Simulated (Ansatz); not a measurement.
Input, command and steps of an Ansatz relaxation.

```yaml
crystal:
  lattice:
    - [4.8585371554, 0.0, 0.0]
    - [0.0, 6.0435186658, 0.0]
    - [0.0, 0.0, 5.1127038283]
  atoms:
    - { symbol: Ta, position: [0.0, 0.0, 0.67] }
    - { symbol: Ta, position: [0.5, 0.5, 0.33] }
    - { symbol: As, position: [0.0, 0.25, 0.167] }
    - { symbol: As, position: [0.0, 0.75, 0.167] }
    - { symbol: As, position: [0.5, 0.75, 0.833] }
    - { symbol: As, position: [0.5, 0.25, 0.833] }
    - { symbol: As, position: [0.5, 0.0, 0.33] }
    - { symbol: As, position: [0.0, 0.5, 0.67] }
basis:
  ecutwfc: 420
kpoints:
  mp_grid: { grid: [4, 4, 4] }
hamiltonian:
  xc: pbe
scf:
  occupations: { method: gaussian, width: 0.1 }
  lower_state_search: "off"
output:
  forces: true
  stress: true
  eigenvalues: true
relax:
  adjacent_minimum: "off"
  f_tol: 0.04
  max_steps: 70
  cell: { stress_tol: 0.4 }
```

```bash
ansatz run input.yaml --threads 1 --pin off --max-ram 2560MiB --backend cpu --events-out ev --progress --plain --runs-dir out
```

Theory: DFT PBE, scalar-relativistic, plane waves, PAW in Ansatz 0.2.0.

Of 20 frames 10 are shown, positions in Å and forces in eV/Å; the SCF threshold varies from step to step. Steps run on the plane waves of an earlier cell, with a Pulay correction in the pressure. The basis is chosen afresh for the last frame, the zero of the energies, and at times for earlier ones too; energy and pressure step there, also at an unchanged geometry. Here that happened at step 14 (-9 meV/atom, 0.7 GPa); the frames before carry an error of that size. The mark taken_back stands on steps that the optimiser undid.

```xyz
8
Lattice="4.8585 0.0000 0.0000 0.0000 6.0435 0.0000 0.0000 0.0000 5.1127" Properties=species:S:1:pos:R:3:forces:R:3 pbc="T T T" step=1 free_energy_over_end_meV_per_atom=238.45 pressure_GPa=-6.19
Ta    0.0000    0.0000    3.4255    0.0000    0.0000    0.3041
Ta    2.4293    3.0218    1.6872    0.0000    0.0000   -0.3041
As    0.0000    1.5109    0.8538    0.0000    0.3904    0.4678
As    0.0000    4.5326    0.8538    0.0000   -0.3904    0.4678
As    2.4293    4.5326    4.2589    0.0000    0.3904   -0.4678
As    2.4293    1.5109    4.2589    0.0000   -0.3904   -0.4678
As    2.4293    0.0000    1.6872    0.0000    0.0000    1.4694
As    0.0000    3.0218    3.4255    0.0000    0.0000   -1.4694
8
Lattice="4.6539 0.0000 0.0000 0.0000 5.9521 0.0000 0.0000 0.0000 5.2873" Properties=species:S:1:pos:R:3:forces:R:3 pbc="T T T" step=3 free_energy_over_end_meV_per_atom=136.49 pressure_GPa=-0.90
Ta    0.0000    0.0000    3.7075    0.0000    0.0000   -0.0243
Ta    2.3269    2.9760    1.5797    0.0000    0.0000    0.0243
As    0.0000    1.5358    0.9421    0.0000    0.0133   -0.3540
As    0.0000    4.4162    0.9421    0.0000   -0.0133   -0.3540
As    2.3269    4.5119    4.3452    0.0000    0.0133    0.3540
As    2.3269    1.4402    4.3452    0.0000   -0.0133    0.3540
As    2.3269    0.0000    2.1332    0.0000    0.0000   -0.4144
As    0.0000    2.9760    3.1541    0.0000    0.0000    0.4144
8
Lattice="4.6863 0.0000 0.0000 0.0000 5.7681 0.0000 0.0000 0.0000 5.3756" Properties=species:S:1:pos:R:3:forces:R:3 pbc="T T T" step=5 free_energy_over_end_meV_per_atom=106.22 pressure_GPa=-0.96
Ta    0.0000    0.0000    3.7952    0.0000    0.0000    0.3900
Ta    2.3432    2.8841    1.5803    0.0000    0.0000   -0.3900
As    0.0000    1.4971    0.8717    0.0000    0.1139   -0.2154
As    0.0000    4.2710    0.8717    0.0000   -0.1139   -0.2154
As    2.3432    4.3812    4.5038    0.0000    0.1139    0.2154
As    2.3432    1.3869    4.5038    0.0000   -0.1139    0.2154
As    2.3432    0.0000    2.1523    0.0000    0.0000   -0.1386
As    0.0000    2.8841    3.2233    0.0000    0.0000    0.1386
8
Lattice="4.6797 0.0000 0.0000 0.0000 5.4469 0.0000 0.0000 0.0000 5.7445" Properties=species:S:1:pos:R:3:forces:R:3 pbc="T T T" step=7 free_energy_over_end_meV_per_atom=62.49 pressure_GPa=0.00
Ta    0.0000    0.0000    4.1495    0.0000    0.0000    0.1799
Ta    2.3398    2.7234    1.5950    0.0000    0.0000   -0.1799
As    0.0000    1.4259    0.8241    0.0000    0.1462   -0.0794
As    0.0000    4.0210    0.8241    0.0000   -0.1462   -0.0794
As    2.3398    4.1493    4.9205    0.0000    0.1462    0.0794
As    2.3398    1.2976    4.9205    0.0000   -0.1462    0.0794
As    2.3398    0.0000    2.3770    0.0000    0.0000    0.1494
As    0.0000    2.7234    3.3675    0.0000    0.0000   -0.1494
8
Lattice="4.5527 0.0000 0.0000 0.0000 5.2698 0.0000 0.0000 0.0000 6.2470" Properties=species:S:1:pos:R:3:forces:R:3 pbc="T T T" step=9 free_energy_over_end_meV_per_atom=19.48 pressure_GPa=0.00
Ta    0.0000    0.0000    4.5969    0.0000    0.0000   -0.2843
Ta    2.2763    2.6349    1.6501    0.0000    0.0000    0.2843
As    0.0000    1.3797    0.7655    0.0000   -0.2990    0.1801
As    0.0000    3.8901    0.7655    0.0000    0.2990    0.1801
As    2.2763    4.0146    5.4815    0.0000   -0.2990   -0.1801
As    2.2763    1.2552    5.4815    0.0000    0.2990   -0.1801
As    2.2763    0.0000    2.7409    0.0000    0.0000    0.0147
As    0.0000    2.6349    3.5061    0.0000    0.0000   -0.0147
8
Lattice="4.4848 0.0000 0.0000 0.0000 5.2640 0.0000 0.0000 0.0000 6.2836" Properties=species:S:1:pos:R:3:forces:R:3 pbc="T T T" step=12 free_energy_over_end_meV_per_atom=13.86 pressure_GPa=0.33 taken_back
Ta    0.0000    0.0000    4.6125    0.0000    0.0000    0.0126
Ta    2.2424    2.6320    1.6710    0.0000    0.0000   -0.0126
As    0.0000    1.3279    0.8133    0.0000   -0.0370   -0.0364
As    0.0000    3.9362    0.8133    0.0000    0.0370   -0.0364
As    2.2424    3.9599    5.4703    0.0000   -0.0370    0.0364
As    2.2424    1.3042    5.4703    0.0000    0.0370    0.0364
As    2.2424    0.0000    2.7856    0.0000    0.0000   -0.0686
As    0.0000    2.6320    3.4979    0.0000    0.0000    0.0686
8
Lattice="4.5128 0.0000 0.0000 0.0000 5.2313 0.0000 0.0000 0.0000 6.2998" Properties=species:S:1:pos:R:3:forces:R:3 pbc="T T T" step=14 free_energy_over_end_meV_per_atom=3.82 pressure_GPa=0.68
Ta    0.0000    0.0000    4.6256    0.0000    0.0000    0.0216
Ta    2.2564    2.6156    1.6742    0.0000    0.0000   -0.0216
As    0.0000    1.3229    0.8072    0.0000   -0.0289   -0.0018
As    0.0000    3.9084    0.8072    0.0000    0.0289   -0.0018
As    2.2564    3.9385    5.4926    0.0000   -0.0289    0.0018
As    2.2564    1.2928    5.4926    0.0000    0.0289    0.0018
As    2.2564    0.0000    2.7808    0.0000    0.0000   -0.0147
As    0.0000    2.6156    3.5190    0.0000    0.0000    0.0147
8
Lattice="4.4801 0.0000 0.0000 0.0000 5.2060 0.0000 0.0000 0.0000 6.4261" Properties=species:S:1:pos:R:3:forces:R:3 pbc="T T T" step=16 free_energy_over_end_meV_per_atom=0.96 pressure_GPa=-0.04
Ta    0.0000    0.0000    4.7335    0.0000    0.0000   -0.0280
Ta    2.2401    2.6030    1.6926    0.0000    0.0000    0.0280
As    0.0000    1.2959    0.8287    0.0000   -0.0401    0.0317
As    0.0000    3.9101    0.8287    0.0000    0.0401    0.0317
As    2.2401    3.8989    5.5975    0.0000   -0.0401   -0.0317
As    2.2401    1.3071    5.5975    0.0000    0.0401   -0.0317
As    2.2401    0.0000    2.8607    0.0000    0.0000    0.0179
As    0.0000    2.6030    3.5654    0.0000    0.0000   -0.0179
8
Lattice="4.4589 0.0000 0.0000 0.0000 5.1785 0.0000 0.0000 0.0000 6.4940" Properties=species:S:1:pos:R:3:forces:R:3 pbc="T T T" step=18 free_energy_over_end_meV_per_atom=0.12 pressure_GPa=-0.16
Ta    0.0000    0.0000    4.7811    0.0000    0.0000    0.0423
Ta    2.2295    2.5893    1.7129    0.0000    0.0000   -0.0423
As    0.0000    1.2689    0.8563    0.0000   -0.0369   -0.0139
As    0.0000    3.9096    0.8563    0.0000    0.0369   -0.0139
As    2.2295    3.8582    5.6377    0.0000   -0.0369    0.0139
As    2.2295    1.3203    5.6377    0.0000    0.0369    0.0139
As    2.2295    0.0000    2.9102    0.0000    0.0000    0.0088
As    0.0000    2.5893    3.5838    0.0000    0.0000   -0.0088
8
Lattice="4.4540 0.0000 0.0000 0.0000 5.1804 0.0000 0.0000 0.0000 6.4883" Properties=species:S:1:pos:R:3:forces:R:3 pbc="T T T" step=20 free_energy_over_end_meV_per_atom=0.00 pressure_GPa=-0.02
Ta    0.0000    0.0000    4.7780    0.0000    0.0000    0.0150
Ta    2.2270    2.5902    1.7103    0.0000    0.0000   -0.0150
As    0.0000    1.2633    0.8550    0.0000    0.0242    0.0085
As    0.0000    3.9171    0.8550    0.0000   -0.0242    0.0085
As    2.2270    3.8535    5.6333    0.0000    0.0242   -0.0085
As    2.2270    1.3269    5.6333    0.0000   -0.0242   -0.0085
As    2.2270    0.0000    2.9075    0.0000    0.0000    0.0063
As    0.0000    2.5902    3.5808    0.0000    0.0000   -0.0063
```

The start puts this composition into another compound's structure type, which needn't suit it. At the end the space group is Pmmn (tolerance 0.05 Å).

Time: 6.3 min on 1 thread of Arm Neoverse V2, with other jobs on the host, peak memory 0.54 GiB.

The k mesh is coarse. Spin–orbit coupling is left out, which can shift energies with elements as heavy as these.